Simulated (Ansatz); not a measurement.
**ZnIn2O4: the gap against volume**

ZnIn2O4, Fd-3m, a = 8.922 Å. The structure is a Materials Project entry; whether it is the stable form wasn't checked. Ansatz: PBEsol, PAW, 420 eV, Γ-centred 6×6×6 mesh on 14 atoms, Gaussian smearing 0.02 eV; no spin polarisation. Shape and atoms are relaxed at each volume; x = ln(V/V0) with V0 = 12.683 Å³/atom. The gap is read at the mesh points alone.

```
      x gap y (eV)
-0.1278       1.838
-0.0943       1.688
-0.0619       1.545
-0.0305       1.407
 0.0000       1.275
 0.0296       1.148
 0.0583       1.025
 0.0953           ?
```

Question: Fit a straight line to the other rows, give the volume deformation potential of the gap and its pressure coefficient, and predict the missing gap. B0 = 149.8 GPa.

Answer: Means x = -0.03237, y = 1.4180; Σ(Δx)² = 0.02693, ΣΔxΔy = -0.1176; the slope is their ratio. y = 1.2767 − 4.3661 x. The slope is the deformation potential a = dE_g/d ln V = -4.37 eV, and dE_g/dP = −a/B0 = 29.1 meV/GPa. At x = 0.0953 the fit asked for gives 0.861 eV. The run gave 0.869 eV, so the fit is 0.008 eV too low, 0.83 % of the span of the series, against an rms of 0.002 eV on the fitted rows. The row lies outside the fitted range. With a term in x² added, a fit to the same known rows predicts 0.869 eV, so most of the miss is curvature that the known rows already hold.

Semilocal functionals give gaps under the measured ones; where shallow d states of Zn, Cd, Cu or Ag mix into an O valence top, changes of the gap are off too.

Cost: 8 runs of about 4.8 core-minutes in all, on Oxide Virtual Turin-like Processor (Zen 5) (shared hosts).